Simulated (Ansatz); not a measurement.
Simulated powder pattern, Ag Kα, λ = 0.560885 Å (kinematic, ideal powder, no thermal factors, no anomalous dispersion; the 30 strongest lines at most, above 1 %, up to 2θ = 30°):

```
2θ (°)  I/Imax (%)
------  ----------
14.28           33
18.37          100
24.86          3.9
27.26           23
27.47           22
28.79           21
```

The pattern belongs to a structure relaxed with plane-wave PAW PBE (Ansatz code).

Problem. Which compound is it?
A. TiC, P6_3/mmc (Ti on 2c, C on 2d)
B. WC, P-6m2 (W on 1a, C on 1f)
C. NbC2, MoSi2 or CaC2 type
D. C, P6_222 (C on 3c)

Solution. D, C, P6_222 (C on 3c)

Problem. Give the lattice parameters.

Solution. a = 2.606 Å, c = 2.801 Å.

The start of the workflow was typed in or built on a structure type; neither database checked (COD, Materials Project) lists it. It is not the phase usual at ambient conditions (space group No. 194, 227). Symmetry was held in the PBE relaxation; whether a distortion lowers the energy is not shown.

Potentials: the earlier of the program's two PAW sets.
